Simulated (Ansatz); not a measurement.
A geometry of Ru away from equilibrium: step 2 of the relaxation of a relaxed Ru cell with every coordinate shifted by Gaussian noise of σ = 0.2 Å. Method: r2SCAN (plane waves to 500 eV, PAW, scalar-relativistic; Ansatz, a first-principles code). Γ-centred k-mesh 14×14×8 on the run's cell (coarser than for final values), Fermi–Dirac smearing 0.05 eV.

```
CELL_PARAMETERS angstrom
      2.69040    -0.01189     0.00301
     -1.35550     2.36099     0.00118
      0.00474     0.00487     4.31323
ATOMIC_POSITIONS crystal
  Ru 0.31689 0.64744 0.74153
  Ru 0.64341 0.27084 0.25830
```

Problem. Give the Cartesian forces on all atoms (eV/Å).

Solution. 
```tsv
atom	Fx	Fy	Fz
Ru1	0.29	-0.63	0.80
Ru2	-0.29	0.63	-0.80
```

Problem. What is the pressure?

Solution. -2.7 GPa, compression positive.

Problem. How much energy per atom can still be gained by relaxing?

Solution. 0.04 eV/atom; the path ends in P6₃/mmc (No. 194) (hcp (Mg type)).

No spin polarisation in the result.

The run could not lose the symmetry of its start.
